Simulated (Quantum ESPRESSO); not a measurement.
Parts of the isotropic shielding in Mg2NCl, by GIPAW with PBE in a modified build of Quantum ESPRESSO, on JTH PAW datasets, 25 Ha, k-mesh 9×9×9 shifted:

```xyz
4
Lattice="1.6607 0.9588 6.0030 -1.6607 0.9588 6.0030 0.0000 -1.9176 6.0030" Properties=species:S:1:pos:R:3 pbc="T T T"
Mg     0.0000     0.0000     4.0127
Mg     0.0000     0.0000    13.9962
N      0.0000     0.0000     9.0045
Cl     0.0000     0.0000     0.0000
```
Geometry: a computed entry of the Materials Project; it was not checked against measured cells. It is Mg2NCl in R-3m; whether this form has been observed was not checked. Stability against distortions was not tested. Forces on the atoms reach 0.13 eV/Å at this level.

The core term is that of the free atom's frozen core; the paramagnetic column sums the reconstruction terms. These are absolute shieldings with no macroscopic susceptibility term; δ = σ_ref − σ needs a reference computed alike. By our sweeps, such settings leave a few ppm in absolute σ. No d partial waves on Mg, Cl: the paramagnetic term there is incompletely reconstructed.

```tsv
site	core	bare (smooth current)	diamagnetic correction	paramagnetic corrections	σ_iso (ppm)
Mg (atoms 1, 2)	412.8	22.9	250.2	(withheld)	(withheld)
N (atom 3)	235.8	-31.4	10.8	(withheld)	(withheld)
Cl (atom 4)	1050.8	61.4	-12.2	(withheld)	(withheld)
```

Fill in the missing entries.


- Mg (atoms 1, 2), paramagnetic corrections: -171.7
- Mg (atoms 1, 2), σ_iso (ppm): 514.2
- N (atom 3), paramagnetic corrections: -146.7
- N (atom 3), σ_iso (ppm): 68.5
- Cl (atom 4), paramagnetic corrections: -386.3
- Cl (atom 4), σ_iso (ppm): 713.8
